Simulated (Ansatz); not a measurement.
CaGaGeH:
```cif
data_HCaGaGe
_chemical_formula_sum 'Ca1 Ga1 Ge1 H1'
_space_group_name_H-M_alt 'P 1'
_space_group_IT_number 1
_cell_length_a 4.10200
_cell_length_b 4.10200
_cell_length_c 4.65287
_cell_angle_alpha 90.000
_cell_angle_beta 90.000
_cell_angle_gamma 120.000
loop_
_space_group_symop_operation_xyz
  'x, y, z'
loop_
_atom_site_label
_atom_site_type_symbol
_atom_site_fract_x
_atom_site_fract_y
_atom_site_fract_z
_atom_site_occupancy
Ca1 Ca 0.33333 0.66667 0.99694 1
Ga1 Ga 0.00000 0.00000 0.56262 1
Ge1 Ge 0.66667 0.33333 0.42354 1
H1 H 0.00000 0.00000 0.93569 1
```

Relaxed with PBEsol. PBEsol in the plane-wave PAW code Ansatz gives a gap of 0.28 eV.

Task: What gap does HSE06 give on the same cell (Ansatz, PAW)?

Result: 0.88 eV, 0.59 eV more. The hybrid was solved on a coarser mesh and at special points; its gap is the smallest among all of these.

```
k  v1 PBEsol  c1 PBEsol  v1 HSE06  c1 HSE06
-  ---------  ---------  --------  --------
Γ      -0.90       0.84         …         …
A       0.00       0.83         …         …
K      -1.00       0.43     -0.95      1.08
H      -2.17       1.59         …         …
M      -1.15       0.29     -1.11      0.88
L      -2.31       1.11         …         …
```

Task: Top valence (v1) and lowest conduction level (c1) in eV from each method's valence maximum (which need not be a listed point): supply the withheld HSE06 values.

Result: 
- A, v1 HSE06: 0.00
- A, c1 HSE06: 1.76
- Γ, v1 HSE06: -0.80
- Γ, c1 HSE06: 1.58
- H, v1 HSE06: -2.34
- H, c1 HSE06: 2.24
- L, v1 HSE06: -2.39
- L, c1 HSE06: 1.77

Cost on shared cores: the PBEsol run (SCF on a 8×8×6 mesh, then bands and DOS) about 70 core-seconds (a rough figure), the HSE06 run (SCF on 6×6×5, then a few points) around 6 core-minutes (rough); the tasks are unlike.

Space group P3m1. The first step of the workflow began from a Materials Project structure, measured or hypothetical; the Crystallography Open Database files this formula in space group No. 156, but the cells were not matched. Whether it is the stable phase at ambient conditions was not checked. The cell was relaxed with PBEsol under the symmetry of its start; whether a distortion lowers the energy is not shown. Scalar-relativistic: spin–orbit coupling is off unless named, which matters more the heavier the elements.

Potentials: the later of the program's two PAW sets.
